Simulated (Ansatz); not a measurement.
```cif
data_structure
_symmetry_space_group_name_H-M 'P 1'
_symmetry_Int_Tables_number 1
_cell_length_a 3.6345
_cell_length_b 3.6345
_cell_length_c 3.6345
_cell_angle_alpha 60.000
_cell_angle_beta 60.000
_cell_angle_gamma 60.000
_cell_volume 33.95
loop_
_atom_site_label
_atom_site_type_symbol
_atom_site_fract_x
_atom_site_fract_y
_atom_site_fract_z
_atom_site_occupancy
Li1 Li 0.00000 0.00000 0.00000 1
Cl1 Cl 0.50000 0.50000 0.50000 1
```

```
orbitals        : PBE
datasets        : hard PAW set made for 700 eV
k mesh          : 6×6×6
empty bands     : 337
response cutoff : 180 eV
wave cutoff     : 700 eV
frequencies     : plasmon pole, fitted at the program's default frequency
q → 0 term      : analytic weight of Carrier, Rohra and Görling
points solved   : Γ, L, X
band sums       : cut at the band count
```

Program: Ansatz. The Kohn-Sham gap (direct at Γ) is 6.29 eV and the electronic dielectric constant on this mesh 2.8.

Q: Estimate the linearised G0W0 gap between these edges.

A: 8.80 eV, a change of +2.51 eV. The valence edge moves by -1.79 eV (Z = 0.80) and the conduction edge by +0.72 eV (Z = 0.85).

Band sums or response are cut, so the gap isn't at its basis limit.
